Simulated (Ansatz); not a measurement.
The elements of this relaxed trial crystal are hidden behind letters.

```
lattice vectors (Å)
   2.2656   -4.8588    0.0000
   2.2656    4.8588    0.0000
   0.0000    0.0000    4.4872
fractional positions
X 0.5000 0.5000 0.5000
Z 0.0000 0.0000 0.0000
Z 0.3279 0.6721 0.0000
Z 0.6721 0.3279 0.0000
Z 0.8331 0.1669 0.5000
Z 0.1669 0.8331 0.5000
```

Level of theory: Ansatz, DFT PBE, scalar-relativistic, plane waves, PAW. Settings of the last relaxation (6-atom cell): 420 eV, 10×10×8 k points, Gaussian smearing of 0.10 eV, no spin polarisation.

```
Space group                                : Cmmm (No. 65)
Conventional cell                          : a = 4.531 Å, b = 9.718 Å, c = 4.487 Å
Volume per atom                            : 16.46 Å³
Density                                    : 10.21 g/cm³
Energy over the elements                   : +0.24 eV/atom
Gap on the 10×10×8 mesh of the 6-atom cell : 0 eV (a metal)
```

Energies are uncorrected and count from the elements' standard states at the same level.

Question: X is a p-block element of period 5 and Z is a d-block element of period 5. Which elements are they?

Answer: X = Te, Z = Mo, so the formula is TeMo5. Density times volume gives a mean mass of 10.21 × 16.46/1.6605 = 101.2 u per atom, and this set has 101.2 u. Te has 8 Mo at 2.79–2.80 Å and 6 Mo at 3.19–3.24 Å; Mo on a site of symmetry mmm has 8 Mo at 2.77–2.82 Å, 2 Mo at 3.19 Å and 4 Te at 3.19 Å; Mo on a site of symmetry m2m is surrounded by 6 Mo at 2.72–2.82 Å, 2 Te at 2.80 Å and 6 Mo at 3.19–3.35 Å; 1 more site not described. Other sets within the hints have nearly the same mass, so mass alone doesn't settle it; this one was computed.

Spin–orbit coupling, which can matter for Te, is left out. This cell was reached by moving the atoms of another relaxed cell at random and relaxing again, last within the group found; it had no such test of its own.
